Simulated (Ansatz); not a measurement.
Polymorphs of ZnRh

3 relaxations of ZnRh ended in 3 distinct structures. These are PBEsol (plane waves to 420 eV, PAW, scalar-relativistic; Ansatz, a program for electronic structure) values and carry that method's errors.

| # | space group | Pearson | type | E − E(lowest) (eV/atom) | V (Å³/atom) | coordination | runs ending here |
|---|---|---|---|---|---|---|---|
| 1 | Pm-3m | cP2 | CsCl type | 0.00 | 13.14 | Zn 8 (cubic)+6, Rh 8 (cubic)+6 | 1 |
| 2 | P6₃/mmc | hP12 | – | 0.24 | 13.52 | – | 1 |
| 3 | P6₃/mmc | hP4 | – | 0.99 | 18.35 | – | 1 |

Coordination numbers (neighbours up to the widest gap in distance over summed covalent radii, below 1.35; n+m marks a second, longer set). All are gapless at this level. Pm-3m, cP2, CsCl type is the lowest among the structures calculated here.

```cif
data_RhZn
_chemical_formula_sum 'Zn1 Rh1'
_space_group_name_H-M_alt 'Pm-3m'
_space_group_IT_number 221
_space_group_name_Hall '-P 4 2 3'
_cell_length_a 2.97315
_cell_length_b 2.97315
_cell_length_c 2.97315
_cell_angle_alpha 90.000
_cell_angle_beta 90.000
_cell_angle_gamma 90.000
loop_
_atom_site_label
_atom_site_type_symbol
_atom_site_symmetry_multiplicity
_atom_site_Wyckoff_symbol
_atom_site_fract_x
_atom_site_fract_y
_atom_site_fract_z
_atom_site_occupancy
Zn1 Zn 1 b 0.50000 0.50000 0.50000 1
Rh1 Rh 1 a 0.00000 0.00000 0.00000 1
```

Each run could gain symmetry but not lose that of its start, so entries can be saddle points. From databases, or of a type measured for this composition: Pm-3m, cP2, CsCl type; the others are generated cells (placed on structure types, drawn at random, substituted or restacked) that were not matched to a known phase here. Energies are at zero temperature and pressure, without zero-point motion. Each cell has its own k-point mesh; energy differences are given only to the digits this allows. No spin polarisation in the result.
